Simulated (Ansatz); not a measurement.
Cl-35 NMR of the central transition in Li13P4N10Cl3

Cell: a structure deposited in the COD, taken as it stands.

```cif
data_structure
_symmetry_space_group_name_H-M 'P 1'
_symmetry_Int_Tables_number 1
_cell_length_a 9.8515
_cell_length_b 9.8515
_cell_length_c 9.8515
_cell_angle_alpha 60.000
_cell_angle_beta 60.000
_cell_angle_gamma 60.000
_cell_volume 676.07
loop_
_atom_site_label
_atom_site_type_symbol
_atom_site_fract_x
_atom_site_fract_y
_atom_site_fract_z
_atom_site_occupancy
Li1 Li 0.35820 0.35820 0.64180 1
Li2 Li 0.64180 0.64180 0.35820 1
Li3 Li 0.64180 0.35820 0.35820 1
Li4 Li 0.35820 0.64180 0.64180 1
Li5 Li 0.35820 0.64180 0.35820 1
Li6 Li 0.64180 0.35820 0.64180 1
Li7 Li 0.61330 0.12890 0.12890 1
Li8 Li 0.87110 0.87110 0.38670 1
Li9 Li 0.12890 0.61330 0.12890 1
Li10 Li 0.87110 0.87110 0.87110 1
Li11 Li 0.12890 0.12890 0.12890 1
Li12 Li 0.87110 0.38670 0.87110 1
Li13 Li 0.12890 0.12890 0.61330 1
Li14 Li 0.38670 0.87110 0.87110 1
Li15 Li 0.50000 0.50000 0.86820 1
Li16 Li 0.86820 0.13180 0.50000 1
Li17 Li 0.50000 0.50000 0.13180 1
Li18 Li 0.13180 0.86820 0.50000 1
Li19 Li 0.86820 0.50000 0.50000 1
Li20 Li 0.50000 0.86820 0.13180 1
Li21 Li 0.13180 0.50000 0.50000 1
Li22 Li 0.50000 0.13180 0.86820 1
Li23 Li 0.86820 0.50000 0.13180 1
Li24 Li 0.50000 0.86820 0.50000 1
Li25 Li 0.13180 0.50000 0.86820 1
Li26 Li 0.50000 0.13180 0.50000 1
P27 P 0.32230 0.32230 0.32230 1
P28 P 0.96690 0.67770 0.67770 1
P29 P 0.32230 0.32230 0.03310 1
P30 P 0.67770 0.96690 0.67770 1
P31 P 0.03310 0.32230 0.32230 1
P32 P 0.67770 0.67770 0.67770 1
P33 P 0.32230 0.03310 0.32230 1
P34 P 0.67770 0.67770 0.96690 1
N35 N 0.83750 0.38750 0.38750 1
N36 N 0.61250 0.61250 0.16250 1
N37 N 0.38750 0.83750 0.38750 1
N38 N 0.61250 0.61250 0.61250 1
N39 N 0.38750 0.38750 0.38750 1
N40 N 0.61250 0.16250 0.61250 1
N41 N 0.38750 0.38750 0.83750 1
N42 N 0.16250 0.61250 0.61250 1
N43 N 0.61360 0.61360 0.88640 1
N44 N 0.11360 0.11360 0.38640 1
N45 N 0.88640 0.88640 0.61360 1
N46 N 0.38640 0.38640 0.11360 1
N47 N 0.88640 0.61360 0.61360 1
N48 N 0.38640 0.11360 0.11360 1
N49 N 0.61360 0.88640 0.88640 1
N50 N 0.11360 0.38640 0.38640 1
N51 N 0.11360 0.38640 0.11360 1
N52 N 0.61360 0.88640 0.61360 1
N53 N 0.38640 0.11360 0.38640 1
N54 N 0.88640 0.61360 0.88640 1
Cl55 Cl 0.81660 0.81660 0.18340 1
Cl56 Cl 0.18340 0.18340 0.81660 1
Cl57 Cl 0.18340 0.81660 0.81660 1
Cl58 Cl 0.81660 0.18340 0.18340 1
Cl59 Cl 0.81660 0.18340 0.81660 1
Cl60 Cl 0.18340 0.81660 0.18340 1
```

Sites (sets of like atoms) are named by element and the number of their first atom in this list.

All values are calculated (Ansatz; DFT, PBE, plane waves and PAW, scalar-relativistic, 420 eV cutoff, Γ-centred 4×4×4 k-points, Fermi–Dirac smearing 0.02 eV), not measured.

Cl-35 has I = 3/2 and Q = -81.12 mb (Pyykkö 2018); at 14.1 T its Larmor frequency is ν₀ = 58.9 MHz. Only the quadrupole interaction is simulated: positions count from each site's isotropic chemical shift, and shift anisotropy, dipolar and J coupling are left out.

Problem. Simulate the second-order pattern (static powder, Gaussian broadening 2 kHz) of site Cl (5 Li at 2.44–2.65 Å).

Solution. The calculation gives C_Q = 7.18 MHz and η = 0.00, so ν_Q = 3.59 MHz and the centre of gravity lies at -372 ppm (-21.9 kHz).

| offset (kHz) | height |
| --- | --- |
| -80.4 | 0 |
| -77.1 | 0 |
| -73.8 | 66 |
| -70.5 | 100 |
| -67.2 | 59 |
| -63.9 | 48 |
| -60.6 | 41 |
| -57.3 | 36 |
| -54.0 | 34 |
| -50.7 | 31 |
| -47.3 | 29 |
| -44.0 | 28 |
| -40.7 | 28 |
| -37.4 | 26 |
| -34.1 | 26 |
| -30.8 | 25 |
| -27.5 | 25 |
| -24.2 | 24 |
| -20.9 | 24 |
| -17.6 | 24 |
| -14.3 | 23 |
| -11.0 | 24 |
| -7.7 | 23 |
| -4.4 | 23 |
| -1.1 | 23 |
| 2.2 | 18 |
| 5.5 | 19 |
| 8.8 | 19 |
| 12.1 | 20 |
| 15.4 | 21 |
| 18.7 | 22 |
| 22.0 | 23 |
| 25.4 | 26 |
| 28.7 | 29 |
| 32.0 | 33 |
| 35.3 | 42 |
| 38.6 | 71 |
| 41.9 | 47 |
| 45.2 | 0 |
| 48.5 | 0 |

An axis of threefold or higher order runs through Cl, so V_zz lies along it and η is zero.

The largest force is 0.3 eV/Å, so the atoms aren't at the calculated equilibrium and relaxing them would move these values.

Hardware: 1 thread of Arm Neoverse V2 (aarch64; 8 cores open to the job, memory cap 3.0 GiB, no GPU), a shared host with a load of 0.4 a core. Wall time 3.3 min, CPU time 3.3 min, peak memory 1.5 GiB.
